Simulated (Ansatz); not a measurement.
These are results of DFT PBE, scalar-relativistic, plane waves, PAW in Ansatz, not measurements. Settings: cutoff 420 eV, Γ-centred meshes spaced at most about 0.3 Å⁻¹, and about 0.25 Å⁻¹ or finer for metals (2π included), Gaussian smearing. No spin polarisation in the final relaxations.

Temperature and zero-point effects are left out.

Two relaxed structures of InGa3P2:

A.

Space group P6/mmm (No. 191). a = 6.373 Å, b = 6.373 Å, c = 3.591 Å, α = 90.00°, β = 90.00°, γ = 120.00°
| atom | site | symmetry | x | y | z |
| --- | --- | --- | --- | --- | --- |
| In | 1a | 6/mmm | 0.0000 | 0.0000 | 0.0000 |
| Ga | 3g | mmm | 0.0000 | 0.5000 | 0.5000 |
| P | 2c | -6m2 | 0.6667 | 0.3333 | 0.0000 |

B.

Space group P6/mmm (No. 191). a = 4.936 Å, b = 4.936 Å, c = 9.484 Å, α = 90.00°, β = 90.00°, γ = 120.00°
```
atom  site  symmetry       x       y       z
  In    1a     6/mmm  0.0000  0.0000  0.0000
  Ga    2d      -6m2  0.3333  0.6667  0.5000
  Ga    1b     6/mmm  0.0000  0.0000  0.5000
   P    2e       6mm  0.0000  0.0000  0.7397
```

Question: Which would you expect to be lower, and how large is the difference?

Answer: A is lower, by 0.53 eV/atom. A has space group P6/mmm (No. 191), 21.0 Å³/atom and no gap on its mesh; B has space group P6/mmm (No. 191), 33.4 Å³/atom and no gap. Counting P atoms around Ga and In (those within 1.25 times the shortest such distance or 1.15 times the sum of covalent radii; the shortest distance is added where it is long for a bond; a slash parts the counts of unlike sites), A has In 6 from 3.7 Å, Ga 4 and B has In 2, Ga 2/6 from 3.6 Å. The denser one is the lower, and pressure would at first widen the difference. Even the lower one lies +0.11 eV/atom against the reference forms of the elements (uncorrected), so neither is stable at this level. In A, In is surrounded by 2 In at 3.59 Å, 12 Ga at 3.66 Å and 6 P at 3.68 Å; around Ga lie 4 P at 2.57 Å, 4 Ga at 3.19 Å, 2 Ga at 3.59 Å and 4 In at 3.66 Å; P is surrounded by 6 Ga at 2.57 Å, 5 P at 3.59–3.68 Å and 3 In at 3.68 Å. In B, In is surrounded by 2 P at 2.47 Å; Ga on a site of symmetry -6m2 is surrounded by 6 Ga at 2.85 Å and 6 P at 3.65 Å; around P lie 1 Ga at 2.27 Å, 1 In at 2.47 Å and 6 Ga at 3.65 Å; 1 more site not described. Both come from invented guesses.

Cells relaxed within their symmetry can be saddle points.
